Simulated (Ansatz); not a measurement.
This run works on a proposed trial structure, not on a known crystal.

Input and command of a plane-wave DFT calculation in Ansatz:

```yaml
crystal:
  lattice:
    - [4.8608892885, -2.8100135949, 0.0]
    - [4.8608892885, 2.8100135949, 0.0]
    - [0.0, 0.0, 5.0456846807]
  atoms:
    - { symbol: Sc, position: [0.175908565, 0.824091435, 0.5096298611] }
    - { symbol: Sc, position: [0.824091435, 0.175908565, 0.0096298611] }
    - { symbol: Ga, position: [0.5029217562, 0.8364728672, 0.9987978676] }
    - { symbol: Ga, position: [0.4970782438, 0.1635271328, 0.4987978676] }
    - { symbol: Ga, position: [0.1635271328, 0.4970782438, 0.9987978676] }
    - { symbol: Ga, position: [0.8364728672, 0.5029217562, 0.4987978676] }
    - { symbol: "N", position: [0.5225252766, 0.830431322, 0.6200180026] }
    - { symbol: "N", position: [0.169568678, 0.4774747234, 0.6200180026] }
    - { symbol: "N", position: [0.820125043, 0.179874957, 0.5977383984] }
    - { symbol: "N", position: [0.4774747234, 0.169568678, 0.1200180026] }
    - { symbol: "N", position: [0.830431322, 0.5225252766, 0.1200180026] }
    - { symbol: "N", position: [0.179874957, 0.820125043, 0.0977383984] }
basis:
  ecutwfc: 420
kpoints:
  mp_grid: { grid: [6, 6, 4] }
hamiltonian:
  xc: pbe
scf:
  occupations: { method: gaussian, width: 0.02 }
output:
  forces: true
  stress: true
  eigenvalues: true
relax:
  adjacent_minimum: "off"
  f_tol: 0.01
  max_steps: 30
  cell: { stress_tol: 0.1, fix: [volume] }
```

```bash
ansatz run input.yaml --threads 1 --pin off --max-ram 2560MiB --backend cpu --events-out ev --progress --plain --runs-dir out
```

Processor: AMD EPYC 7R43 64-Core Processor (Zen 3), 1 thread, on a host shared with other jobs.

Task: How long does it run, and how much memory does it take?

Result: About 4.2 min, peak memory 0.61 GiB. It solves 64 bands at 39 k points (after reduction by symmetry) with about 2693 plane waves, in 34 SCF iterations over 6 ionic steps.
